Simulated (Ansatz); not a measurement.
Rocksalt alloy of MgO and ZnO (24 of 32 Mg sites exchanged), 64 atoms

Ansatz, PAW, plane waves. PBEsol relaxation of volume and atoms (shape held) at the single k point (¼, ¼, ¼) without its symmetry partners; single points on the relaxed atoms at the Γ point alone, onto which points of the small cell's zone fold. Arrangement: random. No spin–orbit coupling unless named.

Relaxed structure:

```
O Zn Mg
1.0
     8.50641    0.00000    0.00000
     0.00000    8.50641    0.00000
     0.00000    0.00000    8.50641
O Zn Mg
32 24 8
Direct
  0.24976 0.00015 0.99904
  0.24985 0.00015 0.49948
  0.24767 0.49986 0.99707
  0.24812 0.49994 0.50156
  0.75030 0.00055 0.99911
  0.75010 0.99822 0.49941
  0.75230 0.50038 0.99754
  0.75315 0.50274 0.50239
  0.00049 0.25199 0.00001
  0.00045 0.25173 0.49912
  0.99985 0.74831 0.99964
  0.99809 0.74773 0.49846
  0.49987 0.25059 0.99989
  0.50026 0.25049 0.49903
  0.49974 0.75007 0.00125
  0.50142 0.74991 0.49694
  0.99831 0.00028 0.24903
  0.99823 0.00012 0.74925
  0.00009 0.50007 0.24931
  0.00027 0.49987 0.74969
  0.50184 0.99836 0.24900
  0.50180 0.00040 0.74962
  0.50026 0.50207 0.24946
  0.50009 0.50010 0.74966
  0.25061 0.25005 0.24954
  0.25064 0.25154 0.74948
  0.25179 0.75043 0.24933
  0.25023 0.74863 0.74903
  0.74962 0.24871 0.24959
  0.74981 0.24996 0.74944
  0.74728 0.75308 0.25153
  0.74935 0.75046 0.74708
  0.00027 0.00019 0.99910
  0.00000 0.99998 0.49943
  0.49982 0.00033 0.99943
  0.50016 0.00006 0.49908
  0.49991 0.50012 0.99957
  0.50026 0.50026 0.49941
  0.25012 0.25005 0.99942
  0.25033 0.24991 0.49945
  0.24971 0.75023 0.99907
  0.24988 0.75015 0.49927
  0.75011 0.25048 0.99958
  0.75025 0.25032 0.49956
  0.74981 0.75046 0.99952
  0.25003 0.00027 0.24931
  0.24995 0.00009 0.74924
  0.25017 0.50005 0.24937
  0.74996 0.50069 0.24981
  0.00034 0.24994 0.24940
  0.00041 0.25053 0.74954
  0.99973 0.75054 0.24938
  0.99972 0.74952 0.74909
  0.49998 0.25012 0.24945
  0.49993 0.24986 0.74943
  0.50003 0.75053 0.74919
  0.00015 0.50015 0.00042
  0.00069 0.49960 0.49861
  0.74992 0.75033 0.49920
  0.25106 0.50008 0.74946
  0.75034 0.00127 0.24888
  0.75006 0.00076 0.74983
  0.74928 0.49983 0.74990
  0.49891 0.75004 0.24881
```

Task: What are the mean bond lengths by pair (pairs within 1.2 times the sum of covalent radii, less contacts 15 % beyond the pair's median; cation–cation pairs of compounds aside; long ionic contacts are cut short by that bound)?

Result: Mg–O 2.115 ± 0.009 Å (standard deviation, 48 bonds); O–Zn 2.131 ± 0.008 Å (standard deviation, 144 bonds).

Task: What gap lies between the top filled and the lowest empty level in the single points?

Result: HSE06 3.25 eV (11 s on NVIDIA GB200).
